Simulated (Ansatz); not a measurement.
This cell of BaTiO3 (tetragonal-perovskite type, space group P4mm) is off equilibrium:

```yaml
crystal:
  lattice:
    - [4.15609, 0.00000, 0.00000]
    - [0.00000, 4.15609, 0.00000]
    - [0.00000, 0.00000, 4.25131]
  atoms:
    - { symbol: Ti, position: [0.50000, 0.50000, 0.46100] }
    - { symbol: Ba, position: [0.00000, 0.00000, 0.95283] }
    - { symbol: O, position: [0.50000, 0.50000, 0.87741] }
    - { symbol: O, position: [0.50000, 0.00000, 0.40738] }
    - { symbol: O, position: [0.00000, 0.50000, 0.40738] }
```

Level of theory: PBEsol (plane waves to 420 eV, PAW, scalar-relativistic; Ansatz, a program for electronic structure). k mesh 8×8×8 (Γ-centred), Fermi-Dirac smearing 0.05 eV. E stands for the smeared free energy. Stress and pressure are positive under compression. The relaxing atoms change the space group within the scan (P4/mmm at V/V₀ = 0.840), so nothing is fitted. BaTiO3 is run without spin polarisation. BaTiO3 was relaxed with its symmetry unable to fall. The PAW data are Ansatz's earlier set.

Task: Give the stress tensor in GPa and the pressure.

Result: 
```
  -17.2      0.0      0.0
    0.0    -17.2      0.0
    0.0      0.0     -9.8
```
The pressure, a third of the trace, is -14.8 GPa.

Task: It is the relaxed cell scaled evenly to V/V₀ = 1.160, atoms relaxed where free. What is its energy relative to the relaxed cell?

Result: 109.5 meV/atom.

(Under strain, the slope of the energy per volume gives the stress and its curvature an elastic modulus.)
